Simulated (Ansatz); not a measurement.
A geometry of Cs2InAgBr6 away from equilibrium: the start of the relaxation of a relaxed Cs2InAgBr6 cell shaken by Gaussian noise of σ = 0.08 Å a coordinate. Level of theory: r2SCAN (plane waves to 500 eV, PAW, scalar-relativistic; Ansatz, a quantum-chemistry and plane-wave program). Γ-centred k-mesh 4×4×4 on the run's cell (coarser than for final values), Fermi–Dirac smearing 0.05 eV.

```xyz
10
Lattice="0.0000 5.5338 5.5338 5.5338 0.0000 5.5338 5.5338 5.5338 0.0000" Properties=species:S:1:pos:R:3:forces:R:3 pbc="T T T" free_energy=-41358.223 pressure_GPa=0.9
Cs     8.3465     8.4222     8.2896   -0.0850   -0.1433   -0.0133
Cs     2.6627     2.8447     2.8374    0.1037   -0.0482   -0.0617
In     0.0180     0.1023    -0.0958   -0.3959   -0.7119    1.3570
Ag     5.6492     5.4984     5.5864   -0.2716    0.2366   -0.1545
Br     2.5958     5.5800     5.6434    0.8355   -0.0494   -0.0929
Br     8.3416     5.5543     5.5254    0.1258    0.0605    0.0706
Br     5.6160     2.6955     5.4736   -0.1675    0.6216    0.0446
Br     5.5284     8.3699     5.4207   -0.0656   -0.1588    0.1988
Br     5.4900     5.4844     2.6488   -0.1114    0.0538    0.0334
Br     5.4397     5.4459     8.4833    0.0318    0.1391   -1.3820
```

Positions in Å, forces in eV/Å, free energy of the cell in eV (comparable only within this code, potentials and settings). Largest force: 1.58 eV/Å, on In3 (atoms numbered as listed); the geometry lies 0.03 eV/atom above the end of its relaxation.

No spin polarisation in the result.

The cell that was disturbed is our relaxation of an entry of Materials Project.
